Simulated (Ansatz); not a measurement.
Relax this structure to zero stress and force, keeping its symmetry:

```cif
data_structure
_symmetry_space_group_name_H-M 'P6_3/mmc'
_symmetry_Int_Tables_number 194
_cell_length_a 3.4964
_cell_length_b 3.4964
_cell_length_c 13.7008
_cell_angle_alpha 90.000
_cell_angle_beta 90.000
_cell_angle_gamma 120.000
_cell_volume 145.05
loop_
_atom_site_label
_atom_site_type_symbol
_atom_site_symmetry_multiplicity
_atom_site_Wyckoff_symbol
_atom_site_fract_x
_atom_site_fract_y
_atom_site_fract_z
_atom_site_occupancy
Te1 Te 4 f 0.33333 0.66667 0.61734 1
Mo1 Mo 2 c 0.33333 0.66667 0.25000 1
```

Computed with DFT LDA, scalar-relativistic, plane waves, PAW in Ansatz 0.2.0.

Cutoff 420 eV; k points 12×12×2 on the computed 6-atom cell (Γ-centred); Gaussian smearing, width 0.02 eV; no spin polarisation.

What does it relax to?

The volume goes down by 0.21 Å³/atom to 23.97 Å³/atom, and the energy falls by 5.7 meV/atom. Final structure:
```
Te Mo
1.0
     3.47339    0.00000    0.00000
    -1.73670    3.00805    0.00000
     0.00000    0.00000   13.76316
Te Mo
4 2
Direct
  0.33333 0.66667 0.61952
  0.66667 0.33333 0.11952
  0.33333 0.66667 0.88048
  0.66667 0.33333 0.38048
  0.33333 0.66667 0.25000
  0.66667 0.33333 0.75000
```

Cost: 1 run of about 1.8 core-minutes, on Arm Neoverse V2 (shared hosts).